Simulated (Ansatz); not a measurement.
Data:

GaP (zinc blende, F-43m), a = b = c = 5.391 Å, α = β = γ = 90.00°; the cell used has 2 atoms.

This is the LDA-relaxed structure.

Task: All from LDA in the plane-wave PAW code Ansatz, unless another level is named. Give the Born charges (a third of the trace).

Result: Ga +2.05, P -2.05 e.

Task: And the electronic dielectric constant ε∞ (DFPT)?

Result: 10.6.

Task: What about the largest static χ(2) component?

Result: 100 pm/V.

Symmetry was held in the LDA relaxation. Spin–orbit coupling is left out wherever it is not named.

Potentials: the earlier of the program's two PAW sets. The files were generated under PBE; for other functionals the program regenerates the frozen cores, and for LDA and PBEsol the local potential too.
